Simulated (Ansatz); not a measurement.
SnO (litharge type, space group P4/nmm)

Space group P4/nmm, origin choice 1 (No. 129); a = 3.8362 Å, b = 3.8362 Å, c = 4.7574 Å, α = 90.00°, β = 90.00°, γ = 90.00°

```csv
atom,site,symmetry,x,y,z
Sn,2c,4mm,0.5000,0.0000,0.2434
O,2a,-4m2,0.0000,0.0000,0.0000
```

Grid over V/V₀ and (c/a)/(c/a)₀, subscript 0 meaning the relaxed cell; the conventional c axis lies along z; no internal relaxation.

All values below come from PBE-D3(BJ) (plane waves to 420 eV, PAW, scalar-relativistic; Ansatz, a first-principles code). k mesh 12×12×10 (Γ-centred), Fermi-Dirac smearing 0.05 eV. Energies are smeared free energies. Compression counts positive. As the atoms are clamped, bonds stretch with the cell, which overstates energies and stresses. With partly filled bands, the response to shear is sensitive to the k mesh, so small differences along c/a are uncertain. At this level the bands of SnO touch or barely overlap; measurements give the solid a gap. SnO was relaxed with its symmetry unable to fall. The PAW data are Ansatz's earlier set. The zero of ΔE is the relaxed starting cell.

ΔE (kJ/mol of atoms), with V/V₀ across and (c/a)/(c/a)₀ down:

```tsv
(c/a)/(c/a)₀ \ V/V₀	0.960	0.973	0.987	1.000	1.013	1.027	1.040
0.880	3.7	3.5	3.5	3.7	4.0	4.5	5.1
0.920	2.0	1.7	1.6	1.7	1.9	2.3	2.8
0.960	1.0	0.6	0.4	0.4	0.6	0.9	1.3
1.000	0.8	0.4	0.1	0.0	0.1	0.3	0.7
1.040	1.5	0.9	0.6	0.4	0.4	0.6	0.9
1.080	2.9	2.3	1.9	1.7	1.6	1.7	2.0
1.120	5.2	4.5	4.0	3.7	3.6	3.7	3.9
```

σzz − σxx (GPa), with V/V₀ across and (c/a)/(c/a)₀ down:

| (c/a)/(c/a)₀ \ V/V₀ | 0.960 | 0.973 | 0.987 | 1.000 | 1.013 | 1.027 | 1.040 |
|---|---|---|---|---|---|---|---|
| 0.880 | 6.9 | 7.2 | 7.4 | 7.6 | 7.8 | 7.9 | 8.1 |
| 0.920 | 4.6 | 4.9 | 5.2 | 5.4 | 5.6 | 5.8 | 5.9 |
| 0.960 | 2.0 | 2.3 | 2.6 | 2.8 | 3.1 | 3.3 | 3.5 |
| 1.000 | -0.9 | -0.6 | -0.3 | 0.0 | 0.3 | 0.5 | 0.7 |
| 1.040 | -4.0 | -3.7 | -3.3 | -3.1 | -2.8 | -2.5 | -2.3 |
| 1.080 | -7.4 | -7.0 | -6.7 | -6.3 | -6.0 | -5.8 | -5.5 |
| 1.120 | -11.0 | -10.6 | -10.2 | -9.9 | -9.5 | -9.2 | -8.9 |

Summary:

```
Property                                                                                                                           Value
--------------------------------------------------------------------------------------  ------------------------------------------------
Modulus against c/a change at fixed volume, (3/4V)·∂²E/∂(ln c/a)² (fit, atoms clamped)   37 GPa, an upper bound as the atoms could relax
Lowest place on the grid                                                                 V/V₀ = 1.000, (c/a)/(c/a)₀ = 1.000 (0 meV/atom)
Highest place on the grid                                                               V/V₀ = 0.960, (c/a)/(c/a)₀ = 1.120 (53 meV/atom)
```

The 49 points together took about 9 core-minutes (a rough figure).

(A scan under strain: stresses follow from slopes of the energy per volume, elastic moduli from its curvatures.)
